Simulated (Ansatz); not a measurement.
Cu₂O (cuprite type, space group Pn-3m)

```
Cu2O
1.0
    4.29826     0.00000     0.00000
    0.00000     4.29826     0.00000
    0.00000     0.00000     4.29826
Cu O
4 2
Cartesian
  3.22369   3.22369   3.22369
  3.22369   1.07456   1.07456
  1.07456   3.22369   1.07456
  1.07456   1.07456   3.22369
  0.00000   0.00000   0.00000
  2.14913   2.14913   2.14913
```

The slice is a {110} plane (indices of the conventional cell) through the point (0.250, 0.250, 0.750) (fractional), spanned by u = [100] and v = [011] in vectors of this cell: u (4.30 Å) and v (6.08 Å, at 90° to u). It covers one period; positions are fractions (u, v).

Computed with PBE (plane waves to 420 eV, PAW, scalar-relativistic; Ansatz, a quantum-chemistry and plane-wave program). k mesh 8×8×8. Inside the PAW spheres the values are not all-electron values, and peaks at nuclei hang on which shells count as valence. Cu2O is run without spin polarisation. Cu2O was relaxed with its symmetry unable to fall.

Q: Predict the map of the electron localisation function (ELF) on the slice.

A: 
```
|xxxx8844332211110000000000111122334488xx|
|9977553322221111000000000011112222335577|
|4444443322221111110000001111112222334444|
|3333333322221111111111111111112222333333|
|3333332222221111112222221111112222223333|
|2222222222222222222222222222222222222222|
|2222222222222222222222222222222222222222|
|2222222222222222222222222222222222222222|
|3333332222221111112222221111112222223333|
|3333333322221111111111111111112222333333|
|4444443322221111110000001111112222334444|
|9977553322221111000000000011112222335577|
|xxxx8844332211110000000000111122334488xx|
|xxxx9944332211110000000000111122334499xx|
|xxxx8844332211110000000000111122334488xx|
|9977553322221111000000000011112222335577|
|4444443322221111110000001111112222334444|
|3333333322221111111111111111112222333333|
|3333332222221111112222221111112222223333|
|2222222222222222222222222222222222222222|
|2222222222222222222222222222222222222222|
|2222222222222222222222222222222222222222|
|3333332222221111112222221111112222223333|
|3333333322221111111111111111112222333333|
|4444443322221111110000001111112222334444|
|9977553322221111000000000011112222335577|
|xxxx8844332211110000000000111122334488xx|
|xxxx9944332211110000000000111122334499xx|
```
Scale: ten equal steps from 0.03 (start of '0') to 0.48 (end of '9'), in the order '0123456789'. Values: electron localisation function (ELF). The map has 20 points along u (two characters each, u = 0 at the left) and 28 along v (v = 0 in the bottom row). Points within 0.4 Å of a nucleus are blanked (x), as the pseudised field means little there.
